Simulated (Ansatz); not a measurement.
Gd (hcp, Mg type)

```xyz
2
Lattice="3.6392 0.0000 0.0000 -1.8196 3.1517 0.0000 0.0000 0.0000 5.9092" Properties=species:S:1:pos:R:3 pbc="T T T"
Gd     0.0000     2.1011     4.4319
Gd     1.8196     1.0506     1.4773
```

Scan: atom 2 (Gd, nearest neighbour Gd at 3.626 Å; its periodic images, 3.6 Å or more away, move with it) is displaced along Cartesian x, direction (1.000, 0.000, 0.000) in Cartesian axes, by s. The other atoms stay.

All values below come from r2SCAN (plane waves to 500 eV, PAW, scalar-relativistic; Ansatz, a first-principles code). k mesh 12×12×7 (Γ-centred), Fermi-Dirac smearing 0.05 eV. The energy includes the smearing's −TS. With partly filled bands, energies and forces of such displacements shift with the k mesh and the smearing. Gd was relaxed with its symmetry unable to fall. Relaxed Gd ends ferromagnetic. Other magnetic orders were not checked, so this need not be the ground state. The filling of the f shell was not checked against other fillings, so treat energies with care. ΔE is measured from the undisplaced structure.

The scan covers s from -1.090 to 1.090 Å in 11 points.

### Question
Is this a single well or a double well?

### Answer
A single well with its minimum at or next to zero displacement.

### Question
Is the energy the same for equal positive and negative displacements?

### Answer
Even: the same for both signs. With its periodic images moving along, the atom's site symmetry in this cell is -6m2.

### Question
What is the energy change at s = 1.090 Å?

### Answer
399 meV/cell.

### Question
What force acts on the atom along the line at s = -1.090 Å?

### Answer
0.307 eV/Å.

### Question
What is the force constant k = d²E/ds² of this move at s = 0?

### Answer
1.19 eV/Å².

(A displaced cell: forces are minus the slopes of the energy, force constants its curvatures, and phonons follow from these.)
